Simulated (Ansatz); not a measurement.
LaNi₂:
```
LaNi2
1.0
    0.00000     3.65495     3.65495
    3.65495     0.00000     3.65495
    3.65495     3.65495     0.00000
La Ni
2 4
Direct
  0.50000   0.50000   0.50000
  0.75000   0.75000   0.75000
  0.12500   0.12500   0.12500
  0.62500   0.12500   0.12500
  0.12500   0.12500   0.62500
  0.12500   0.62500   0.12500
```

Relaxed with r²SCAN. Special points in fractions of this cell's reciprocal vectors: Γ (0.000, 0.000, 0.000); X (0.500, 0.000, 0.500); U (0.625, 0.250, 0.625); K (0.375, 0.375, 0.750); L (0.500, 0.500, 0.500); W (0.500, 0.250, 0.750).

Problem. List the band energies nearest the Fermi level at these points for r²SCAN with spin–orbit coupling (plane waves, PAW; program Ansatz).

Solution. In eV from the Fermi level; about four levels below and three above (degenerate sets whole), none deeper than 8.9 eV; points with the same levels are listed once.

| k | below | above |
|---|---|---|
| Γ | -0.24 -0.24 -0.24 -0.24 | 0.16 0.16 0.24 0.24 |
| X | -1.09 -1.09 -1.09 -1.09 | 0.52 0.52 0.52 0.52 |
| U | -0.88 -0.88 -0.01 -0.01 | 0.61 0.61 1.06 1.06 |
| L | -1.00 -1.00 -0.26 -0.26 | 0.05 0.05 0.10 0.10 |
| W | -0.96 -0.96 -0.95 -0.95 | 0.34 0.34 0.43 0.43 |

Space group Fd-3m (cubic Laves (MgCu2 type)). The workflow started from an entry of the Crystallography Open Database (COD). Its standing as an ambient phase is unchecked. The r²SCAN relaxation kept the symmetry of its start; whether a distortion lowers the energy is not shown. The workflow began spin-polarised and lost its moments.

Potentials: the later of the program's two PAW sets.
